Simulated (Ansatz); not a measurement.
TaN:
```
CELL_PARAMETERS angstrom
      0.00000     2.19802     2.19802
      2.19802     0.00000     2.19802
      2.19802     2.19802     0.00000
ATOMIC_POSITIONS crystal
  Ta 0.50000 0.50000 0.50000
  N  0.00000 0.00000 0.00000
```

Relaxed with r²SCAN. Special points in fractions of this cell's reciprocal vectors: Γ (0.000, 0.000, 0.000); X (0.500, 0.000, 0.500); U (0.625, 0.250, 0.625); K (0.375, 0.375, 0.750); L (0.500, 0.500, 0.500); W (0.500, 0.250, 0.750).

Problem. List the band energies nearest the Fermi level at these points for the program Ansatz at the r²SCAN with spin–orbit coupling level (PAW).

Solution. In eV from the Fermi level; about four levels below and three above (degenerate sets whole), none deeper than 8.9 eV; points with the same levels are listed once.

```tsv
k	below	above
Γ	-2.25 -2.25 -2.25 -2.25 -1.86 -1.86	0.30 0.30 0.30 0.30
X	-5.10 -5.10 -4.77 -4.77	2.31 2.31 3.33 3.33
U	-6.47 -6.47 -2.26 -2.26	2.41 2.41 2.77 2.77
L	-7.98 -7.98 -7.90 -7.90	1.86 1.86 1.92 1.92
W	-0.25 -0.25 -0.09 -0.09	3.52 3.52 4.49 4.49
```

Space group Fm-3m (rock salt). This is a known high-temperature phase of the composition, computed here at zero pressure and temperature. The cell was relaxed with r²SCAN under the symmetry of its start; its stability against distortions is not shown here. No spin polarisation was allowed.

Potentials: the earlier of the program's two PAW sets. The files were generated under PBE; for other functionals the program regenerates the frozen cores, and for LDA and PBEsol the local potential too.
